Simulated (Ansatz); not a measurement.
**What DFT gives for LiHI**

```
Li H I
1.0
     3.84511    0.00000    0.00000
     0.00000    3.84511    0.00000
     0.00000    0.00000    8.44487
Li H I
2 2 2
Direct
  0.00000 0.50000 0.16000
  0.50000 0.00000 0.84000
  0.00000 0.00000 0.00000
  0.50000 0.50000 0.00000
  0.00000 0.50000 0.67500
  0.50000 0.00000 0.32500
```

The numbers come from plane-wave PAW DFT (Ansatz): PBE, no spin polarisation, 420 eV, 7×7×3 Γ-centred k points, methfessel-paxton occupations (width 0.0125 eV). Nothing was relaxed.

Question: Where is the largest force?

Answer: The largest is on Li1 (and as large on other atoms): 0.44 eV/Å, components (0.00, 0.00, -0.44). It makes 55° with the line to a nearest neighbour, H3 at 2.35 Å.

Question: Give the Bader charges.

Answer: Bader charges in e: Li +0.89, H -0.43, I -0.46. In the mean Li gives up most and I takes most.

Question: What does the stress say?

Answer: The pressure is -2.1 GPa (compression positive), so with the atoms held at these fractions the cell would first shrink. The principal stresses -2.7, -2.7, -0.9 GPa differ, so its shape would change too.

Question: Metal or insulator?

Answer: It is a metal, with about 6 states/eV a cell as the mean within 0.25 eV of the Fermi level, mostly I p (66 %) and H s (31 %).

Question: Describe some of the short contacts.

Answer: Li–H at 2.35 Å: least valence density 0.05 e/Å³ and ELF 0.02 there. H–H at 2.72 Å: least valence density 0.06 e/Å³ and ELF 0.20 there. I–Li at 3.06 Å: least valence density 0.05 e/Å³ and ELF 0.03 there. Both are smooth PAW fields, read partly inside the augmentation spheres.

Question: Is it stable against the elements?

Answer: 0.02 eV an atom against the elements' usual phases (free molecules for gases, crystals otherwise, with no correction for O₂ or N₂), too near zero to call. Relaxing would lower it.

Origin: a known structure type with other elements, at an estimated volume, so it need not be a known compound.
